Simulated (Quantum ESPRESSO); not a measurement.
# One change at a time to AgAlIrPdTi4

Calculated results; nothing here was measured. They come from Quantum ESPRESSO 7.5, a public plane-wave density functional program. Each row is one single-point run on a made-up periodic cell of eight metal atoms, with elements, volume, strain and displacements drawn at random and not relaxed, so a cell may be unstable or far from any real phase. There is no spin polarisation or spin-orbit coupling.

Settings: PBE unless stated; PseudoDojo standard norm-conserving files; Fermi-Dirac width 0.25 eV, which means electrons at about 2900 K; cutoff 1143 eV; 8 x 5 x 3 k mesh shifted half a step off Gamma. E is the free energy of the whole cell (internal energy minus TS), so a -TS column is already part of it. Stress is positive in tension, and the pressure P is minus a third of its trace.

Checks: one run of this series was repeated at a higher cutoff and on a denser mesh, which moved values by no more than 0.003 eV, 0.02 GPa and 0.003 eV/Å, and a second program with other atomic files agreed on it to 2 % rms in force and 0.5 GPa in pressure. Known limits: heavy elements are run without spin-orbit coupling, which real alloys of them have; a spin test at this wide smearing found no moment, but such smearing suppresses magnetism that the real alloy may have.

The lattice is hexagonal close-packed, and the cell vectors in Å are (2.960, 0.013, 0.022); (1.433, -2.609, -4.628); (1.477, 7.720, -4.556), a volume of 141.27 Å³ in run 1. The elements on sites 1 to 8 are Ti Ti Ag Pd Al Ti Ti Ir. Each later run makes one change to run 1 and keeps the rest. E is counted from run 1.

```
run,change,V (Å³),P (GPa),-TS (eV),rms force (eV/Å),largest change of a force component (eV/Å),E (eV)
1,none,141.27,-8.31,-1.992,0.412,0.000,0.000
2,sites 5 and 7 exchanged,141.27,-7.57,-2.054,0.356,0.446,-0.117
3,all lengths scaled by -1.33 %,135.70,-4.13,-1.914,0.462,0.161,?
4,site 2 moved by -0.05 Å along y,141.27,-8.42,-1.988,0.400,0.254,-0.009
```

## Worked estimate

Along a uniform scaling dE = -P dV. The mean of the two pressures is -6.220 GPa and the volume changes by -5.57 Å³, with 160.2 GPa to one eV/Å³. The same two rows give -V dP/dV = 104 GPa for this cell with clamped atoms, which is not the bulk modulus of a real alloy.

## Withheld value

Question: what E should run 3 give?

The estimate is -0.216 eV. The calculation gave -0.218 eV.
